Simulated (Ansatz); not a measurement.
TiO2 (rutile)

```
CELL_PARAMETERS angstrom
      4.64353     0.00000     0.00000
      0.00000     4.64353     0.00000
      0.00000     0.00000     2.96370
ATOMIC_POSITIONS crystal
  Ti 0.00000 0.00000 0.00000
  Ti 0.50000 0.50000 0.50000
  O  0.30512 0.30512 0.00000
  O  0.80512 0.19488 0.50000
  O  0.19488 0.80512 0.50000
  O  0.69488 0.69488 0.00000
```

The slice is a (-1 2 0) plane (indices of the conventional cell) through the point (0.195, 0.805, 0.500) (fractional), spanned by u = [001] and v = [210] in vectors of this cell: u (2.96 Å) and v (10.38 Å, at 90° to u). It covers one period; positions are fractions (u, v).

These are PBE (plane waves to 420 eV, PAW, scalar-relativistic; Ansatz, a quantum-chemistry and plane-wave program) values and carry that method's errors. k mesh 7×7×11. Inside the PAW spheres the values are not all-electron values, and peaks at nuclei hang on which shells count as valence. The PAW data are Ansatz's earlier set. TiO2 is run without spin polarisation. TiO2 was relaxed with its symmetry unable to fall.

### Question
Around which element is the density of the highest valence band (whole band, smooth part) largest on this plane?

### Answer
O. Mean over a disc round each atom, of radius 0.45 times the shortest bond: O 0.103, Ti 0.004 e/Å³.

### Question
Around which element is the density of the lowest conduction band (whole band as if filled, smooth part) largest on this plane?

### Answer
Ti. Mean over a disc round each atom, of radius 0.45 times the shortest bond: Ti 0.084, O 0.009 e/Å³.

### Question
Sketch the valence electron density on this plane as a map.

### Answer
```
|888855332222335588|
|665544332222334455|
|333322221111222233|
|111111222222221111|
|001122334444332211|
|111133446666443311|
|112244556666554422|
|443344556666554433|
|776655445555445566|
|998866443333446688|
|999977443333447799|
|998866445555446688|
|666655667777665566|
|333355778888775533|
|222244778888774422|
|112244667777664422|
|111122445555442211|
|222222333333332222|
|444433333333333344|
|666644444444444466|
|887755444444445577|
|887755443333445577|
|776655332222335566|
|554433221111223344|
|222211110000111122|
|000000000000000000|
|000000000000000000|
|111100000000000011|
|333322110000112233|
|665544221111224455|
|888855332222335588|
|998866442222446688|
```
Scale: ten equal steps from -1.49 (start of '0') to 1.04 (end of '9'), in the order '0123456789'. Values: log₁₀ of the valence density in e/Å³. The map has 9 points along u (two characters each, u = 0 at the left) and 32 along v (v = 0 in the bottom row). The scale is logarithmic, as a density can span decades between atoms and voids.
